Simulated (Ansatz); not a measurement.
Cs₂LiMoF₆:
```yaml
crystal:
  lattice:
    - [0.00000, 4.32097, 4.32097]
    - [4.32097, 0.00000, 4.32097]
    - [4.32097, 4.32097, 0.00000]
  atoms:
    - { symbol: Cs, position: [0.25000, 0.25000, 0.25000] }
    - { symbol: Cs, position: [0.75000, 0.75000, 0.75000] }
    - { symbol: Li, position: [0.50000, 0.50000, 0.50000] }
    - { symbol: Mo, position: [0.00000, 0.00000, 0.00000] }
    - { symbol: F, position: [0.24048, 0.24048, 0.75952] }
    - { symbol: F, position: [0.75952, 0.75952, 0.24048] }
    - { symbol: F, position: [0.75952, 0.24048, 0.24048] }
    - { symbol: F, position: [0.24048, 0.75952, 0.75952] }
    - { symbol: F, position: [0.24048, 0.75952, 0.24048] }
    - { symbol: F, position: [0.75952, 0.24048, 0.75952] }
```
The run is spin-polarised; directions of the spins, atom by atom: 0 0 0 ↑ 0 0 0 0 0 0.

Relaxed with r²SCAN. Special points in fractions of this cell's reciprocal vectors: Γ (0.000, 0.000, 0.000); X (0.500, 0.000, 0.500); U (0.625, 0.250, 0.625); K (0.375, 0.375, 0.750); L (0.500, 0.500, 0.500); W (0.500, 0.250, 0.750).

**Question.** List the band energies nearest the valence-band maximum at these points for the program Ansatz at the r²SCAN level (PAW).

**Answer.** In eV from the valence-band maximum; about four levels below and three above (degenerate sets whole), none deeper than 8.9 eV; points with the same levels are listed once.

| k | below | above |
|---|---|---|
| Γ ↑ | -4.21 -4.21 -4.21 -0.16 -0.16 -0.16 | 3.98 3.98 4.42 |
| X ↑ | -4.31 -0.17 0.00 0.00 | 3.51 4.10 6.26 |
| U ↑ | -4.25 -0.13 -0.03 -0.02 | 3.63 3.97 6.53 |
| L ↑ | -4.29 -4.29 -0.09 -0.08 -0.08 | 3.83 3.83 6.11 |
| W ↑ | -4.34 -4.34 -0.08 -0.08 0.00 | 3.66 3.93 6.66 |
| Γ ↓ | -4.15 -4.15 -4.15 -4.09 -4.09 -4.09 | 3.01 3.01 3.01 |
| X ↓ | -4.39 -4.39 -4.21 -4.21 -4.16 | 3.08 3.20 3.20 |
| U ↓ | -4.36 -4.33 -4.33 -4.11 | 3.10 3.17 3.18 |
| L ↓ | -4.22 -4.22 -4.18 -4.18 | 3.09 3.09 3.12 |
| W ↓ | -4.46 -4.40 -4.19 -4.19 | 3.13 3.13 3.19 |

Space group Fm-3m. The first step of the workflow began from a Materials Project structure, measured or hypothetical; the Crystallography Open Database copy checked does not list it. Its standing as an ambient phase is unchecked. The r²SCAN relaxation kept the symmetry of its start; its stability against distortions is not shown here. Spin order of the final state: ferromagnetic, chosen from 3 collinear starts compared on coarse meshes (ties went to the first, and starts can fall back to one state), not a proven ground state. Other orbital occupations within this spin state were not tried. No Hubbard U is applied. Scalar-relativistic: spin–orbit coupling is off unless named, which matters more the heavier the elements.

Potentials: the later of the program's two PAW sets.
